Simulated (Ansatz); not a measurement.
Ca3PbO (anti-perovskite), frozen-phonon scan

Ca3PbO (anti-perovskite)

```xyz
10
Lattice="9.4563 0.0000 0.0000 4.7281 4.7281 0.0000 0.0000 0.0000 4.7281" Properties=species:S:1:pos:R:3 pbc="T T T"
Ca     2.3641     0.0000     2.3641
Ca     7.0922     0.0000     2.3641
Ca     9.4563     2.3641     2.3641
Ca     4.7281     2.3641     2.3641
Ca    11.8204     2.3641     0.0000
Ca     7.0922     2.3641     0.0000
Pb     0.0000     0.0000     0.0000
Pb     4.7281     0.0000     0.0000
O     11.8204     2.3641     2.3641
O      7.0922     2.3641     2.3641
```

The atoms are displaced by Q × the pattern below (from a DFPT mode at M = (0.5, 0.5, 0.0), largest move 1; Q in Å), at fixed cell. (q is in reciprocal vectors of the primitive cell; the cell shown is doubled to hold the pattern.)

```csv
atom,x,y,z
Ca1,-1.000,0.000,0.000
Ca2,1.000,0.000,0.000
Ca3,0.000,-1.000,0.000
Ca4,0.000,1.000,0.000
```

Atoms not listed stay in place.

Method: LDA (plane waves to 420 eV, PAW, scalar-relativistic; Ansatz, a program for electronic structure). k mesh 10×10×10 (Γ-centred), Fermi-Dirac smearing 0.05 eV. Energies are smeared free energies. Compression counts positive. With partly filled bands, energies and forces of such displacements shift with the k mesh and the smearing. At this level the bands of Ca3PbO touch or barely overlap. Ca3PbO was relaxed with its symmetry unable to fall. Spin-orbit coupling is left out, though Pb is heavy. The zero of ΔE is the undisplaced structure.

| Q (Å) | ΔE (eV/cell) | P (GPa) | −dE/dQ from forces (eV/Å) |
|---|---|---|---|
| -0.280 | 1.404 | 0.9 | 10.020 |
| -0.233 | 0.975 | 0.6 | 8.363 |
| -0.187 | 0.624 | 0.4 | 6.692 |
| -0.140 | 0.351 | 0.2 | 5.014 |
| -0.093 | 0.156 | 0.1 | 3.340 |
| -0.047 | 0.039 | 0.0 | 1.669 |
| 0.000 | 0.000 | 0.0 | 0.000 |
| 0.047 | 0.039 | 0.0 | -1.669 |
| 0.093 | 0.156 | 0.1 | -3.340 |
| 0.140 | 0.351 | 0.2 | -5.014 |
| 0.187 | 0.624 | 0.4 | -6.692 |
| 0.233 | 0.975 | 0.6 | -8.363 |
| 0.280 | 1.404 | 0.9 | -10.020 |

What the scan shows:

- Energy at Q = 0.280 Å = 1404 meV/cell
- Space group of the distorted cell = P4/mmm (No. 123), lowered from Pm-3m
- Symmetry of the curve = even: the same for both signs
- Shape of the curve = a single well with its minimum at or next to zero displacement
- Harmonic wavenumber from the curvature (finite differences) = 246 cm⁻¹
- Wavenumber by perturbation theory (DFPT, on another k mesh) = 246 cm⁻¹

(A displaced cell: forces are minus the slopes of the energy, force constants its curvatures, and phonons follow from these.)
